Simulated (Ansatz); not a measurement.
**Run on GdIn (Pm-3m) — free moments from the typed start**

These are results of DFT, LDA, PAW with Ansatz's default frozen-core files, scalar-relativistic (Ansatz 0.2.0), not measurements.

Command: `ansatz run input.yaml --threads 1 --pin off --max-ram 3072MiB --backend cpu --events-out ev --progress --plain --runs-dir out`

```yaml
crystal:
  lattice:
    - [3.83, 0.0, 0.0]
    - [0.0, 3.83, 0.0]
    - [0.0, 0.0, 3.83]
  atoms:
    - { symbol: Gd, position: [0.0, 0.0, 0.0], spin: 7.0 }
    - { symbol: In, position: [0.5, 0.5, 0.5] }
magnetization:
  spin_polarized: true
kpoints:
  mp_grid: { grid: [10, 10, 10] }
scf:
  occupations: { method: fermi_dirac, width: 0.03 }
hamiltonian:
  xc: lda
  pseudopotentials: { kind: paw }
output:
  forces: true
  stress: true
  eigenvalues: true
  populations: true
  dos: { projected: true, de: 0.1, e_range: [-8, 5] }
  write_density: true
  write_potential: true
  elf: true
  volumetric_format: npy
```

Log:

```
Gd: projections on atomic orbitals take those of the free atom [Kr 4d10] 4f7 5s2 5p6 5d1 6s2, of charge +0.00 (hamiltonian.pseudopotentials.projection_atoms); the dataset's partial waves leave at most 2.5e-4 of an orbital's norm unspanned inside its sphere
Engine: ansatz 0.2.0
Pseudopotentials: kind: paw
Pseudopotential: Gd, paw, valence charge 18, recommended cutoff 420 eV (normal), Gd.paw.azcp
Pseudopotential: In, paw, valence charge 13, recommended cutoff 420 eV (normal), In.paw.azcp
Functional definition: SPW92
  exchange = slater_x
  correlation = pw_c
Crystal: 2 atoms, lattice volume = 56.182 Å³
Basis set: ecut = 420 eV, 1045 PW (Γ)
Bands: 23, of which v1, the nominal top of the filled ones, is band 16 counted from 1 (15 counted from 0)
Symmetry: 48 space group operations
Space group: Pm-3m (ITA 221), of the structure as read, at distance tolerance 3.8e-5 Å
Magnetic group: BNS 221.92 (UNI 1594), of the structure as read, at distance tolerance 3.8e-5 Å
k-points: 56 of 1000
Non-local potential: Gd, projectors of the file, l = 0: 3, l = 1: 2, l = 2: 2, l = 3: 3
Non-local potential: In, projectors of the file, l = 0: 2, l = 1: 2, l = 2: 2, l = 3: 2
PAW form: soft (Blöchl's): semilocal exchange-correlation on the pseudo side does not see the compensation charge
PAW frozen core: Gd, regenerated for the run's functional, and the local potential with it (the file was generated under x = pbe(κ = 0.804, μ = 0.2195149727645171), c = pbe(β = 0.06672455060314922))
PAW frozen core: In, regenerated for the run's functional, and the local potential with it (the file was generated under x = pbe(κ = 0.804, μ = 0.2195149727645171), c = pbe(β = 0.06672455060314922))
PAW one-centre angular grid: Gd, 590 points (default); XC on 64 Gauss nodes
PAW one-centre angular grid: In, 590 points (default); XC on 64 Gauss nodes
Initial density: superposition of atomic densities (chi_scale 0.1, normalization cell)
Starting moments: Σ|m| = 7 μB on 1 of 2 sites
Initial wavefunctions: pseudopotential atomic-orbital guess
Functional: x = slater, c = lda
iter 1 solved again at ethr=1.12e-3 eV; its pass at ethr=3.10e-3 eV (dr2=3.48e-1 eV) is discarded
SCF iter   1: F=—  HF=-14585.026570 eV  |F-HF|=—  |Δ(HF+E_count)|=         —  Δρ=2.03e-2 (↑1.15e-2 ↓2.03e-2)  dr2=3.47e-1  dr2_m=7.42e-2  M=7.009 μB ∫|m|=7.046 μB  β_m=0.30  ethr=1.12e-3  ⟨swp⟩=1.0  Hψ=13462  notcnv=0
Mixer restart at iter 1: flushing history
[...]
SCF iter   8: F=—  HF=-14585.017123 eV  |F-HF|=—  |Δ(HF+E_count)|=   3.96e-8  Δρ=1.14e-5 (↑1.04e-5 ↓1.14e-5)  dr2=1.90e-7  dr2_m=2.68e-8  M=7.119 μB ∫|m|=7.192 μB  β_m=0.98  ethr=9.01e-9  ⟨swp⟩=2.5  Hψ=3948  notcnv=0
SCF iter   9: F=—  HF=-14585.017124 eV  |F-HF|=—  |Δ(HF+E_count)|=   9.57e-8  Δρ=1.48e-6 (↑1.34e-6 ↓1.48e-6)  dr2=1.80e-9  dr2_m=5.41e-10  M=7.119 μB ∫|m|=7.192 μB  β_m=0.99  ethr=6.13e-10  ⟨swp⟩=2.5  Hψ=4383  notcnv=0
SCF iter  10: F=-14585.017124 eV  HF=-14585.017124 eV  |F-HF|=2.28e-8  |Δ(HF+E_count)|=   1.19e-8  Δρ=6.55e-6 (↑8.38e-7 ↓6.55e-6)  dr2=2.36e-8  dr2_m=5.16e-9  M=7.119 μB ∫|m|=7.191 μB  ethr=5.81e-12  ⟨swp⟩=5.5  Hψ=14428  notcnv=0
SCF 1 converged in 10 iterations: F = -14585.017124 eV  dr2 = 2.36e-8
  greatest PAW one-centre occupation: 0.998 electrons in one spin orbital (limit 2), on the Gd atom at site 0 (counted from 0), in its partial waves of l = 0
the search or the solves at the SCF's close seem to have found levels that the self-consistency loop had missed (the run counts 1). By its estimate they hold under 1e-12 electrons; where the run keeps them, the occupations were computed again with them
SCF converged after 10 iterations
Magnetization: 7.1187 μB (19.0594 up, 11.9406 down)
Absolute magnetization: 7.1905 μB (∫|ρ↑−ρ↓|, with the PAW one-centre terms)
Spin contamination: 0.0508 ħ² per cell (⟨S²⟩ above its minimum at these occupations)
Per-site moments (μB) at R_I (Å): [(7.003629571627038, 1.3682118848039402), (-0.030565222842867442, 1.3682118848039402)]
Free energy (F): -14585.017124 eV
Harris-Foulkes:  -14585.017124 eV  (|F-HF|=2.28e-8)
Internal energy: -14585.011974 eV  (E = F + TS)
E sigma→0 (E₀):  -14585.014549 eV
Entropy (-TS):   -0.005150 eV (-2.575 meV/atom)
Fermi energy:    11.828659 eV
--- Per-component energies (eV) ---
  E_band       = -40.675814
  E_kinetic    = 643.455009
  E_local      = -3128.941064  (includes V_loc(G=0)·N_el)
  E_nonlocal   = 669.923685
  E_hartree    = 1270.212089
  E_xc         = -443.821620
  E_vxc        = -352.183572  (∫ρ·V_xc dr)
  E_paw        = -10262.374921  (= ΣΔE_a)
  E_vpaw       = -413.345654  (= ΣTr[D̂ρ^β])
  E_aug_tail   = 0.000026  (compensation charges beyond the density's cutoff)
  E_ewald      = -3335.028747
  E_core_change = 1.563570  (= ΣΔE_core)
  E_smearing   = -0.005150  (= −TS)
  E_closure    = -0.000000  (closes the sum)
  Σ components = -14585.017124   (vs F -14585.017124, Δ=0.00e0)
--- Forces (eV/Å), atoms counted from 1 ---
  atom   1  Gd     0.00000000     0.00000000    -0.00000000
  atom   2  In     0.00000000     0.00000000    -0.00000000
  max |Σ_I F_I| component: 4.50e-29 eV/Å
--- Stress (GPa, compression-positive) ---
       -5.511985       0.000000       0.000000
        0.000000      -5.511985       0.000000
        0.000000       0.000000      -5.511985
  P = ⅓ Tr σ = -5.5120 GPa (-55.120 kbar)
--- Band table (eV; the first three rows and the last of 112) ---
  k-point 0 ↑: bands = ["-33.3635", "-10.7491", "-10.7491", "-10.7491", "-2.4202", "-2.4202", "-2.3498", "-2.3498", "-2.3498", "3.9680", "7.2853", "7.2853", "7.2853", "7.2984", "7.2984", "7.2984", "7.3508", "11.2743", "11.2743", "14.8747", "14.8747", "14.8747", "15.1546"]
  k-point 1 ↑: bands = ["-33.3626", "-10.7723", "-10.7476", "-10.7476", "-2.4190", "-2.4091", "-2.3513", "-2.3513", "-2.3492", "4.0962", "7.2795", "7.2879", "7.2879", "7.2968", "7.3007", "7.3007", "7.3505", "11.1850", "11.3097", "14.1135", "14.1135", "14.3985", "15.1607"]
  k-point 2 ↑: bands = ["-33.3601", "-10.8321", "-10.7434", "-10.7434", "-2.4161", "-2.3801", "-2.3551", "-2.3551", "-2.3477", "4.4699", "7.2660", "7.2926", "7.2934", "7.2934", "7.3083", "7.3083", "7.3499", "10.6498", "11.4065", "13.3578", "13.3578", "14.1135", "15.1766"]
  k-point 55 ↓: bands = ["-30.4045", "-8.7609", "-8.7609", "-8.7609", "-2.3788", "-2.3788", "-2.3788", "-2.2492", "-2.2492", "8.8571", "9.6118", "9.6118", "9.6118", "12.1703", "12.1703", "12.1703", "12.2563", "12.2563", "12.2563", "12.4739", "16.4784", "16.4784", "16.4784"]
--- Löwdin populations: 2 sites ---
  site symbol       q [e]    m [muB]
     0     Gd     17.5912     7.1843
     1     In     13.3782    -0.0629
  spilling = 0.000989 (of n_electrons = 31.000000)
```

populations.tsv:

```
# site	symbol	l	j	q_up	q_dn
# orbitals = lowdin
# n_electrons = 31.000000
# spilling = 0.000989
# projection_atom_Gd: [Kr 4d10] 4f7 5s2 5p6 5d1 6s2
0	Gd	0_5S	-	0.975814	0.979205
0	Gd	0_6S	-	0.218963	0.199604
0	Gd	1_5P	-	2.986204	2.977236
0	Gd	2_5D	-	1.212541	0.851151
0	Gd	3_4F	-	6.994205	0.196259
1	In	0_5S	-	0.602132	0.630532
1	In	1_5P	-	1.068391	1.104113
1	In	2_4D	-	4.987089	4.985899
```

Site moments (μB): Gd1 7.00, In2 -0.03. Cell moment 7.12 μB.

The magnetic group in the log treats spin as a scalar label, without spin–orbit coupling.

The PAW files were made with PBE; the program remakes their cores once for the run's functional and then keeps them frozen. Without U a semilocal functional puts the f levels too near the Fermi level, which can change moments and the order of magnetic states; site and cell moments are spin moments. Spin–orbit coupling is left out although heavy atoms are present. With open f shells a run can end in a state that isn't the lowest. The magnetic state is the one that this cell and start allow. It needn't be the compound's measured order, which may need a larger cell or be absent.

It took 14 s on 1 thread of Arm Neoverse V1 (shared host), peak memory 0.44 GiB.
